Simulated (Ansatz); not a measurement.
# Band edges of RbLuS2 (R-3m)

```
CELL_PARAMETERS angstrom
1.96739 1.13587 7.53935
-1.96739 1.13587 7.53935
0.00000 -2.27175 7.53935
ATOMIC_POSITIONS crystal
Rb 0.00000 0.00000 0.00000
Lu 0.50000 0.50000 0.50000
S 0.23024 0.23024 0.23024
S 0.76976 0.76976 0.76976
```

Conventional cell: a = 3.935 Å, b = 3.935 Å, c = 22.618 Å, α = 90.00°, β = 90.00°, γ = 120.00°. Rb (atom 1) is surrounded by 6 S at 3.26 Å. Lu (atom 2) has 6 S at 2.69 Å as nearest neighbours. S (atom 3) is surrounded by 3 Lu at 2.69 Å.

Level of theory, where no other is named: PBEsol, all-electron LAPW in Ansatz 0.2.0, scalar-relativistic. k mesh 6×6×6, fixed occupations, basis error target 1 meV/atom. The cell was relaxed by PAW under this functional.

Extrema are searched on a 10×10×10 mesh and refined by Newton steps; masses come from band slopes 0.005 Å⁻¹ away, 1/m* = (1/ħ²) d²E/dk², negative for holes (the finite step makes the lightest masses up to about 3 % heavy). k is in units of the reciprocal vectors.

Where are the band edges, and is the gap direct?

The valence maximum lies at Gamma (0.000, 0.000, 0.000) and the conduction minimum at F (0.000, -0.500, -0.500), so the Kohn-Sham gap of 2.079 eV is indirect; the least direct gap on the mesh is 2.924 eV.

What are the electron masses at the edge?

The principal masses are 0.28, 0.474, 1.64 mₑ. One valley has a density-of-states mass (m₁m₂m₃)^(1/3) = 0.602; 3 valleys give N^(2/3) times that, 1.25; the direction-averaged conductivity mass 3/Σ(1/mᵢ) is 0.477 mₑ.

Several bands lie at or near the hole edge, or its surface isn't an ellipsoid. What are the masses by direction?

| direction | branch from the edge | its level at the point (eV from the edge) | m*/mₑ |
| --- | --- | --- | --- |
| x | 1 | 0.000 | -0.781 |
| x | 2 | 0.000 | -0.212 |
| x | 3 | -0.289 | 7.69 |
| y | 1 | 0.000 | -0.781 |
| y | 2 | 0.000 | -0.212 |
| y | 3 | -0.289 | 7.69 |
| z | 1 | 0.000 | -2.54 |
| z | 2 | 0.000 | -2.54 |
| z | 3 | -0.289 | -0.302 |
| x+y | 1 | 0.000 | -0.781 |
| x+y | 2 | 0.000 | -0.212 |
| x+y | 3 | -0.289 | 7.69 |
| x+z | 1 | 0.000 | -1.22 |
| x+z | 2 | 0.000 | -0.389 |
| x+z | 3 | -0.289 | -0.629 |
| y+z | 1 | 0.000 | -0.993 |
| y+z | 2 | 0.000 | -0.42 |
| y+z | 3 | -0.289 | -0.629 |
| x+y+z | 1 | 0.000 | -1.15 |
| x+y+z | 2 | 0.000 | -0.295 |
| x+y+z | 3 | -0.289 | -0.984 |

Along the Cartesian direction z the conduction slope is 0.06272 eV·Å one step out. What is it four steps out, and what does that say?

0.2502 eV·Å, 3.989 times the first; a parabola would give 4, so the band is nearly parabolic here.

What electronic dielectric constant and refractive index follow from the same bands (independent particles)?

ε∞ = (6.08, 6.08, 5.47), so n ≈ √ε∞ = 2.42 (mean over directions) well under the gap and the normal reflectivity is ((n − 1)/(n + 1))² = 0.173. Local fields, left out here, lower ε∞ by several per cent.

What gap does PAW give in the same cell?

2.077 eV, -2 meV from the LAPW value.

Cells strained by ±0.5 % (all lengths, zz alone, equal engineering shears γ in yz, zx, xy; ions relaxed) give deformation potentials. How do the edge levels move, in eV per unit strain against the centre of the top valence set?

```json
{"point": "Gamma", "k": "0.00 0.00 0.00", "side": "valence", "bands": "2", "level (eV)": "0.000", "d/dlnV": "0.00", "d/dε_zz": "0.00", "d/dγ": "0.00*", "split/ε_zz": "0.00", "split/γ": "3.95"}
{"point": "Gamma", "k": "0.00 0.00 0.00", "side": "conduction", "bands": "1", "level (eV)": "3.101", "d/dlnV": "-1.98", "d/dε_zz": "-11.51", "d/dγ": "0.00*", "split/ε_zz": "–", "split/γ": "–"}
{"point": "F", "k": "0.00 0.50 0.50", "side": "valence", "bands": "2", "level (eV)": "-0.845", "d/dlnV": "0.47", "d/dε_zz": "-1.31", "d/dγ": "2.21", "split/ε_zz": "3.33", "split/γ": "2.28"}
{"point": "F", "k": "0.00 0.50 0.50", "side": "conduction", "bands": "1", "level (eV)": "2.079", "d/dlnV": "2.97", "d/dε_zz": "0.40", "d/dγ": "0.32", "split/ε_zz": "–", "split/γ": "–"}
{"point": "F", "k": "0.50 0.00 0.50", "side": "valence", "bands": "2", "level (eV)": "-0.845", "d/dlnV": "0.47", "d/dε_zz": "-1.31", "d/dγ": "-1.48", "split/ε_zz": "3.33", "split/γ": "4.16"}
{"point": "F", "k": "0.50 0.00 0.50", "side": "conduction", "bands": "1", "level (eV)": "2.079", "d/dlnV": "2.97", "d/dε_zz": "0.40", "d/dγ": "-0.44", "split/ε_zz": "–", "split/γ": "–"}
{"point": "F", "k": "0.50 0.50 0.00", "side": "valence", "bands": "2", "level (eV)": "-0.845", "d/dlnV": "0.47", "d/dε_zz": "-1.31", "d/dγ": "-0.73", "split/ε_zz": "3.33", "split/γ": "2.16"}
{"point": "F", "k": "0.50 0.50 0.00", "side": "conduction", "bands": "1", "level (eV)": "2.079", "d/dlnV": "2.97", "d/dε_zz": "0.40", "d/dγ": "0.13", "split/ε_zz": "–", "split/γ": "–"}
{"point": "T", "k": "-0.50 -0.50 -0.50", "side": "valence", "bands": "2", "level (eV)": "-0.105", "d/dlnV": "0.44", "d/dε_zz": "0.91", "d/dγ": "0.00", "split/ε_zz": "0.00", "split/γ": "3.33"}
{"point": "L", "k": "-0.50 0.00 0.00", "side": "valence", "bands": "1", "level (eV)": "-0.974", "d/dlnV": "0.61", "d/dε_zz": "1.37", "d/dγ": "3.01", "split/ε_zz": "–", "split/γ": "–"}
{"point": "L", "k": "-0.50 0.00 0.00", "side": "conduction", "bands": "1", "level (eV)": "2.599", "d/dlnV": "2.10", "d/dε_zz": "-1.26", "d/dγ": "0.60", "split/ε_zz": "–", "split/γ": "–"}
{"point": "L", "k": "0.00 -0.50 0.00", "side": "valence", "bands": "1", "level (eV)": "-0.974", "d/dlnV": "0.61", "d/dε_zz": "1.37", "d/dγ": "-3.29", "split/ε_zz": "–", "split/γ": "–"}
{"point": "L", "k": "0.00 -0.50 0.00", "side": "conduction", "bands": "1", "level (eV)": "2.599", "d/dlnV": "2.10", "d/dε_zz": "-1.26", "d/dγ": "-0.40", "split/ε_zz": "–", "split/γ": "–"}
{"point": "L", "k": "0.00 0.00 -0.50", "side": "valence", "bands": "1", "level (eV)": "-0.974", "d/dlnV": "0.61", "d/dε_zz": "1.37", "d/dγ": "0.28", "split/ε_zz": "–", "split/γ": "–"}
{"point": "L", "k": "0.00 0.00 -0.50", "side": "conduction", "bands": "1", "level (eV)": "2.599", "d/dlnV": "2.10", "d/dε_zz": "-1.26", "d/dγ": "-0.19", "split/ε_zz": "–", "split/γ": "–"}
```

Sets with another level within 0.15 eV are left out, since it mixes in under strain; the reference set stays in any case. Entries marked * vanish by symmetry to first order; what they show is the residue of the finite step. These cells use a basis error target of 0.5 meV/atom.

Keep in mind: no spin-orbit coupling on heavy atoms; semilocal gaps are low, and what follows the gap (onsets, screening, light masses) shifts with it; without spin-orbit coupling, bands that meet at the valence top are not the light and heavy holes of experiment; the frozen-core PAW files of the compared runs were fitted under PBE, their cores solved anew for this functional.
